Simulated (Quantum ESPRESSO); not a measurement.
Band energies of CuI

```
CuI
1.0
    3.30597    -3.49487     0.00000
    3.30597     3.49487     0.00000
    0.00000     0.00000     4.36644
Cu I
2 2
Cartesian
  3.30597   0.60872   3.27483
  3.30597  -0.60872   1.09161
  3.30597  -2.00132   3.27483
  3.30597   2.00132   1.09161
```

PBEsol (pw.x of Quantum ESPRESSO, ONCV potentials, without SOC); path ΓXSRAZΓYX1A1TY,ZT; energies in eV from the valence-band maximum.

```
k (1/Å)  point  band 22  band 23  band 24  band 25  band 26  band 27  band 28  band 29
-------  -----  -------  -------  -------  -------  -------  -------  -------  -------
0.00         Γ    -1.89    -1.63    -1.53    -1.11     0.00     0.76     1.51     1.85
0.45              -1.89    -1.86    -1.60    -0.64    -0.20     1.45     2.59     3.03
0.90         X    -2.07    -1.86    -1.25    -0.85    -0.39     1.08     2.52     3.40
1.40              -1.89    -1.87    -1.58    -1.04    -0.70     2.27     3.07     3.31
1.52         S    -1.89    -1.87    -1.39    -1.25    -0.73     2.31     3.06     3.28
1.88              -1.93    -1.71    -1.42    -1.22    -1.18     2.49     2.60     3.94
2.24         R    -2.04    -1.96    -1.96    -1.12    -1.12     1.86     1.86     3.38
2.34              -2.04    -1.96    -1.96    -1.17    -1.17     1.99     1.99     3.49
2.75              -2.08    -1.92    -1.92    -1.64    -1.64     3.92     3.92     5.14
2.86         A    -2.09    -1.91    -1.91    -1.70    -1.70     4.11     4.11     5.46
3.16              -2.03    -1.95    -1.95    -1.25    -1.25     3.66     3.66     4.07
3.56              -2.02    -1.98    -1.98    -1.39    -1.39     3.61     3.61     3.80
3.76         Z    -2.03    -1.93    -1.93    -1.75    -1.75     3.66     3.66     3.78
3.96              -1.96    -1.69    -1.66    -1.66    -1.63     2.75     2.81     3.74
4.37              -1.89    -1.60    -1.53    -1.09    -0.23     0.98     1.56     1.97
4.48         Γ    -1.89    -1.63    -1.53    -1.11     0.00     0.76     1.51     1.85
4.78              -1.90    -1.88    -1.47    -1.45    -0.44     1.65     2.31     2.50
5.18              -2.03    -1.87    -1.23    -1.11    -0.58     1.54     2.56     3.92
5.38         Y    -2.07    -1.86    -1.20    -0.90    -0.39     1.08     2.50     3.39
5.38        X1    -2.07    -1.86    -1.25    -0.85    -0.39     1.08     2.52     3.40
5.48              -2.03    -1.85    -1.28    -0.91    -0.56     1.33     2.55     3.64
5.89              -2.11    -1.87    -1.72    -1.69    -1.67     3.58     3.81     5.21
6.10        A1    -2.09    -1.91    -1.91    -1.70    -1.70     4.11     4.11     5.46
6.10         T    -2.10    -1.90    -1.90    -1.71    -1.71     4.11     4.11     5.52
6.20              -2.08    -1.90    -1.83    -1.72    -1.71     3.95     4.05     5.37
6.61              -1.99    -1.82    -1.34    -1.14    -0.90     1.86     2.72     4.21
6.81         Y    -2.07    -1.86    -1.20    -0.90    -0.39     1.08     2.50     3.39
6.81         Z    -2.03    -1.93    -1.93    -1.75    -1.75     3.66     3.66     3.78
6.90              -2.03    -1.92    -1.92    -1.74    -1.74     3.41     3.41     3.82
7.26              -2.09    -1.89    -1.89    -1.71    -1.71     2.19     2.19     4.55
7.71         T    -2.10    -1.90    -1.90    -1.71    -1.71     4.11     4.11     5.52
```

The PBEsol gap is direct, 0.76 eV at Γ.

Without spin-orbit coupling, band edges of such heavy elements can be off by tenths of an eV. The filled Cu 3d shell has no Hubbard U; semilocal functionals place it too high.

Geometry relaxed with PBE+D3(BJ).

This is not the ordinary phase of the substance; no match was found in the copy of COD used, and its stability was not checked.

Letters of k points follow the standard setting of the lattice, whose axes may be ordered differently from the printed cell.
